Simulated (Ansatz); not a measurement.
A geometry of TiAl₃ away from equilibrium: step 11 of the relaxation of a randomly generated symmetric cell of TiAl3 (space group No. 183). The numbers are results of PBEsol (plane waves to 420 eV, PAW, scalar-relativistic; Ansatz, a quantum-chemistry and plane-wave program), not measurements. Γ-centred k-mesh 8×8×8 on the run's cell (coarser than for final values), Fermi–Dirac smearing 0.05 eV.

```xyz
4
Lattice="4.4156 0.0000 0.0000 -2.2078 3.8240 0.0000 0.0000 0.0000 5.0714" Properties=species:S:1:pos:R:3:forces:R:3 pbc="T T T" free_energy=-4045.999 pressure_GPa=2.0
Al     0.0000     0.0000     2.5598    0.0000    0.0000   -0.0727
Al     0.0000     2.5494     4.1187    0.0000    0.0000   -0.0082
Al     2.2078     1.2747     4.1187    0.0000    0.0000   -0.0082
Ti     0.0000     0.0000    -0.0458    0.0000    0.0000    0.0892
```

Positions in Å, forces in eV/Å, free energy of the cell in eV (comparable only within this code, potentials and settings). Largest force: 0.09 eV/Å, on Ti4 (atoms numbered as listed); the geometry lies 0.01 eV/atom above the end of its relaxation.

No spin polarisation in the result.

The run could not lose the symmetry of its start, so the end can be a saddle point.

The end of the path is a generated cell of TiAl3: the first start was made by a random draw of sites in a space group, and the end was not matched to a known phase here, so it may be hypothetical. Known forms of TiAl3 include space group No. 139.
